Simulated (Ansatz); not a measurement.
V3O5:
```cif
data_O10V6
_chemical_formula_sum 'V6 O10'
_space_group_name_H-M_alt 'P 1'
_space_group_IT_number 1
_cell_length_a 5.55568
_cell_length_b 5.55568
_cell_length_c 7.01482
_cell_angle_alpha 70.155
_cell_angle_beta 109.845
_cell_angle_gamma 127.537
loop_
_space_group_symop_operation_xyz
  'x, y, z'
loop_
_atom_site_label
_atom_site_type_symbol
_atom_site_fract_x
_atom_site_fract_y
_atom_site_fract_z
_atom_site_occupancy
V1 V 0.13431 0.87857 0.71809 1
V2 V 0.86569 0.12143 0.28191 1
V3 V 0.87857 0.13431 0.78191 1
V4 V 0.12143 0.86569 0.21809 1
V5 V 0.50000 0.50000 0.50000 1
V6 V 0.50000 0.50000 0.00000 1
O1 O 0.54223 0.15680 0.66226 1
O2 O 0.45777 0.84320 0.33774 1
O3 O 0.15680 0.54223 0.83774 1
O4 O 0.84320 0.45777 0.16226 1
O5 O 0.75983 0.92483 0.05525 1
O6 O 0.24017 0.07517 0.94475 1
O7 O 0.92483 0.75983 0.44475 1
O8 O 0.07517 0.24017 0.55525 1
O9 O 0.69336 0.69336 0.75000 1
O10 O 0.30664 0.30664 0.25000 1
```
The run is spin-polarised; directions of the spins, atom by atom: ↑ ↑ ↑ ↑ ↑ ↑ 0 0 0 0 0 0 0 0 0 0.

Relaxed with PBEsol.

Which orbitals make up the states near the Fermi level in plane-wave PAW PBEsol (Ansatz code)?

Within 0.5 eV of the Fermi level: V 3d 86 %, O 2p 12 %. Projections are on Löwdin-orthogonalised atomic valence shells; empty p or d shells of many metals are not among them.

Tabulate the density of states.

States/eV per cell of 16 atoms, in 0.25 eV bins, energy from the Fermi level.

```csv
E (eV),total,V 3d,O 2p,O 2s
-7.85,5.98,1.30,4.27,0.04
-7.60,9.89,2.02,7.22,0.07
-7.35,12.13,2.56,8.87,0.10
-7.10,14.47,3.01,10.74,0.12
-6.85,13.27,2.80,9.94,0.09
-6.60,12.97,3.02,9.51,0.07
-6.35,13.81,3.46,9.97,0.06
-6.10,14.72,3.61,10.70,0.08
-5.85,14.17,3.26,10.52,0.08
-5.60,13.20,2.65,10.15,0.09
-5.35,11.73,1.96,9.37,0.09
-5.10,11.04,1.59,9.07,0.10
-4.85,12.86,1.68,10.76,0.11
-4.60,15.27,1.79,13.01,0.13
-4.35,15.12,1.66,13.06,0.09
-4.10,11.49,1.18,10.05,0.06
-3.85,11.28,1.15,9.90,0.06
-3.60,11.62,1.04,10.36,0.05
-3.35,12.26,0.82,11.25,0.04
-3.10,0.47,0.02,0.44,0.00
-2.85,0.00,0.00,0.00,0.00
-2.60,0.00,0.00,0.00,0.00
-2.35,0.00,0.00,0.00,0.00
-2.10,0.00,0.00,0.00,0.00
-1.85,0.00,0.00,0.00,0.00
-1.60,0.00,0.00,0.00,0.00
-1.35,1.59,1.42,0.15,0.01
-1.10,2.58,2.31,0.23,0.01
-0.85,6.55,5.92,0.53,0.03
-0.60,8.89,7.91,0.83,0.04
-0.35,10.29,9.15,0.97,0.06
-0.10,11.13,9.69,1.26,0.06
0.15,8.78,7.48,1.14,0.05
0.40,11.34,9.43,1.67,0.06
0.65,9.81,8.00,1.59,0.06
0.90,13.06,11.08,1.68,0.09
1.15,11.00,9.29,1.45,0.08
1.40,10.91,9.96,0.73,0.09
1.65,10.72,9.67,0.86,0.07
1.90,13.28,11.24,1.36,0.46
2.15,14.19,11.63,1.84,0.48
2.40,12.73,9.78,2.15,0.54
2.65,7.88,5.63,1.69,0.36
2.90,9.02,6.39,1.82,0.55
3.15,11.57,8.09,2.60,0.56
3.40,13.01,9.03,3.07,0.59
3.65,13.47,9.03,3.69,0.40
3.90,9.37,6.35,2.51,0.27
4.15,6.74,4.60,1.83,0.14
4.40,6.84,4.61,1.97,0.10
4.65,5.14,3.40,1.55,0.06
```

Space group C2/c. The first step of the workflow began from a Materials Project structure, measured or hypothetical; the Crystallography Open Database files this formula in space group No. 15, but the cells were not matched. Whether it is the stable phase at ambient conditions was not checked. The cell was relaxed with PBEsol under the symmetry of its start; whether a distortion lowers the energy is not shown. The final state is ferromagnetic, chosen from 3 collinear starts compared on coarse meshes (ties went to the first, and starts can fall back to one state), not a proven ground state. No Hubbard U is applied. The compound may be a true metal, but semilocal functionals without U, or a wrong spin order, can also close a gap.

Potentials: the later of the program's two PAW sets.
